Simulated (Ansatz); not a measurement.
Level of theory: DFT PBE, scalar-relativistic, plane waves, PAW (Ansatz 0.2.0). Settings: cutoff 420 eV, Γ-centred meshes spaced at most about 0.3 Å⁻¹, and about 0.25 Å⁻¹ or finer for metals (2π included), Gaussian smearing. No spin polarisation in the final relaxations.

All energies are static (0 K, no zero-point motion).

Compare these two cells of Bi3Te2S, each relaxed at this level.

A.

```xyz
12
Lattice="4.3618 0.0000 0.0000 -2.1809 3.7774 0.0000 0.0000 0.0000 25.2434" Properties=species:S:1:pos:R:3 pbc="T T T"
Bi    0.0000    0.0000   22.2627
Bi    0.0000    0.0000    2.9808
Bi    2.1809    1.2591   18.0718
Bi    0.0000    2.5183    7.1716
Bi    0.0000    2.5183   13.4840
Bi    2.1809    1.2591   11.7594
Te    0.0000    2.5183   20.1460
Te    2.1809    1.2591    5.0975
Te    0.0000    0.0000   16.2836
Te    0.0000    0.0000    8.9598
S     2.1809    1.2591   23.4833
S     0.0000    2.5183    1.7601
```

B.

```xyz
6
Lattice="5.1965 0.0000 0.0000 -2.5982 4.5003 0.0000 0.0000 0.0000 10.5709" Properties=species:S:1:pos:R:3 pbc="T T T"
Bi    0.0000    3.0002    2.4862
Bi    2.5982    1.5001    8.5887
Bi    2.5982    1.5001    5.4771
Te    0.0000    0.0000    9.2283
Te    2.5982    1.5001    1.9701
S     0.0000    3.0002    5.1249
```

Question: Which form is favoured at zero pressure, and by what margin per atom?

Answer: A is lower, by 277 meV/atom. A has space group P-3m1 (No. 164), 34.7 Å³/atom and a gap of 0.10 eV on its mesh; B has space group P3m1 (No. 156), 41.2 Å³/atom and no gap. Counting S or Te atoms around Bi (for each partner element, those within 1.25 times its shortest distance or 1.15 times the sum of covalent radii, where it is the nearest in units of that sum or under 1.3; the shortest distance is added where it is long for a bond; a slash parts the counts of unlike sites), A has Bi 3 from 3.8 Å/6 and B has Bi 3/4/4 from 3.0 Å. Origin: A is a Materials Project cell, relaxed; B was invented.

No dispersion correction is applied, so the spacing and binding between layers, chains or molecules are poorly described (P-3m1, P3m1), and this can change margins and order among such cells. Spin–orbit coupling, which can matter for Bi and Te, is left out. Kohn–Sham gaps at this level usually fall short of measured ones. The missing spin–orbit coupling can work the other way here. In P3m1 an odd number of electrons in the primitive cell allows no gap without spin; a larger cell or a magnetic state could open one. A magnetic state wasn't ruled out in cells without spin, among them P3m1. Cells relaxed within their symmetry can be saddle points.
